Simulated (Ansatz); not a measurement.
ZrSiS:
```cif
data_S2Si2Zr2
_chemical_formula_sum 'Zr2 Si2 S2'
_space_group_name_H-M_alt 'P4/nmm :1'
_space_group_IT_number 129
_space_group_name_Hall 'P 4ab 2ab -1ab'
_cell_length_a 3.49780
_cell_length_b 3.49780
_cell_length_c 7.97355
_cell_angle_alpha 90.000
_cell_angle_beta 90.000
_cell_angle_gamma 90.000
loop_
_space_group_symop_operation_xyz
  'x, y, z'
  '-y+1/2, x+1/2, z'
  '-x, -y, z'
  'y+1/2, -x+1/2, z'
  'x+1/2, -y+1/2, -z'
  '-y, -x, -z'
  '-x+1/2, y+1/2, -z'
  'y, x, -z'
  '-x+1/2, -y+1/2, -z'
  'y, -x, -z'
  'x+1/2, y+1/2, -z'
  '-y, x, -z'
  '-x, y, z'
  'y+1/2, x+1/2, z'
  'x, -y, z'
  '-y+1/2, -x+1/2, z'
loop_
_atom_site_label
_atom_site_type_symbol
_atom_site_symmetry_multiplicity
_atom_site_Wyckoff_symbol
_atom_site_fract_x
_atom_site_fract_y
_atom_site_fract_z
_atom_site_occupancy
Zr1 Zr 2 c 0.50000 0.00000 0.27147 1
Si1 Si 2 a 0.00000 0.00000 0.00000 1
S1 S 2 c 0.00000 0.50000 0.37979 1
```

Relaxed with LDA.

Problem. Which orbitals make up the states near the Fermi level in LDA (plane waves, PAW; program Ansatz)?

Solution. Within 0.5 eV of the Fermi level: Zr 4d 64 %, Si 3p 16 %, S 3p 10 %, outside the projected shells 6 %. Projections are on Löwdin-orthogonalised atomic valence shells; empty p or d shells of many metals are not among them.

Problem. Tabulate the density of states.

Solution. States/eV per cell of 6 atoms, in 0.25 eV bins, energy from the Fermi level.

```csv
E (eV),total,Zr 4d,S 3p,Si 3p
-7.85,0.68,0.10,0.02,0.22
-7.60,0.76,0.13,0.03,0.22
-7.35,0.82,0.15,0.04,0.21
-7.10,0.60,0.11,0.05,0.18
-6.85,0.99,0.18,0.34,0.22
-6.60,3.27,0.61,1.80,0.36
-6.35,5.69,1.05,3.48,0.45
-6.10,3.07,0.55,1.78,0.32
-5.85,2.00,0.34,0.99,0.34
-5.60,2.09,0.36,1.03,0.39
-5.35,1.99,0.33,0.87,0.46
-5.10,2.28,0.39,0.99,0.55
-4.85,3.15,0.60,1.51,0.60
-4.60,4.30,1.03,2.36,0.47
-4.35,4.91,1.31,2.93,0.35
-4.10,4.15,0.86,2.37,0.60
-3.85,7.12,1.43,4.40,0.90
-3.60,5.16,1.18,2.68,0.99
-3.35,3.29,0.85,1.40,0.83
-3.10,2.33,0.64,0.84,0.70
-2.85,2.02,0.57,0.56,0.74
-2.60,2.68,0.85,0.60,1.04
-2.35,4.05,1.40,0.67,1.73
-2.10,5.07,1.86,0.86,2.09
-1.85,3.79,1.51,0.70,1.38
-1.60,2.94,1.23,0.62,0.94
-1.35,2.22,0.83,0.57,0.68
-1.10,1.06,0.38,0.25,0.35
-0.85,0.86,0.39,0.12,0.27
-0.60,0.89,0.47,0.10,0.25
-0.35,1.17,0.67,0.13,0.26
-0.10,0.68,0.39,0.08,0.14
0.15,0.92,0.64,0.09,0.10
0.40,1.95,1.32,0.17,0.22
0.65,1.70,1.21,0.16,0.14
0.90,2.80,1.89,0.30,0.26
1.15,4.02,2.61,0.36,0.36
1.40,3.62,2.36,0.30,0.31
1.65,3.80,2.39,0.28,0.42
1.90,5.16,3.17,0.35,0.67
2.15,5.31,3.32,0.36,0.62
2.40,5.94,3.71,0.44,0.65
2.65,6.69,4.12,0.47,0.66
2.90,4.01,2.50,0.34,0.21
3.15,3.61,2.29,0.40,0.22
3.40,4.19,2.86,0.48,0.24
3.65,5.01,2.92,0.78,0.47
3.90,4.38,2.40,0.67,0.58
4.15,5.16,2.46,0.82,0.81
```

The workflow started from a Materials Project entry (that database holds measured and hypothetical structures alike); the Crystallography Open Database files this formula in space group No. 129, but the cells were not matched. Its standing as an ambient phase is unchecked. The cell was relaxed with LDA under the symmetry of its start; of distortions, only those at the zone centre were tested. No spin polarisation was allowed. Spin–orbit coupling is left out wherever it is not named.

Potentials: the later of the program's two PAW sets.
